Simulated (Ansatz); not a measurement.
## Notes on Ag2Sn2Au

```
Au Sn Ag
1.0
     0.00000    4.46533    0.00000
     4.46533    0.00000    0.00000
     2.23267    2.23267   -5.60796
Au Sn Ag
1 2 2
Cartesian
  0.0000 0.0000 0.0000
  2.2327 2.2327 -1.3347
  4.4653 4.4653 -4.2733
  2.2327 4.4653 -2.8040
  4.4653 2.2327 -2.8040
```

The numbers come from plane-wave PAW DFT (Ansatz): r2SCAN, no spin polarisation, 500 eV, 8×8×8 Γ-centred k points, fermi-dirac occupations (width 0.0682 eV). Nothing was relaxed.

(1) What happens at the Fermi level?

(2) What is the formation energy?

(3) What does the stress say?

(4) Describe some of the short contacts.

Origin: a known structure type with other elements, at an estimated volume, so it need not be a known compound.

## Answers

(1) It is a metal, with about 2.1 states/eV a cell as the mean within 0.25 eV of the Fermi level, mostly Sn p (55 %) and Au s (14 %).

(2) 0.44 eV an atom against the elements' usual phases (free molecules for gases, crystals otherwise, with no correction for O₂ or N₂), so at this geometry it isn't bound against them. Relaxing would lower it.

(3) The pressure is 4.8 GPa (compression positive), so with the atoms held at these fractions the cell would first expand. The principal stresses 3.1, 3.1, 8.2 GPa differ, so its shape would change too.

(4) Sn–Sn at 2.67 Å: least valence density 0.44 e/Å³ and ELF 0.61 there. Sn–Ag at 2.67 Å: least valence density 0.35 e/Å³ and ELF 0.30 there. Au–Sn at 3.43 Å: least valence density 0.12 e/Å³ and ELF 0.21 there. Both are smooth PAW fields, read partly inside the augmentation spheres.
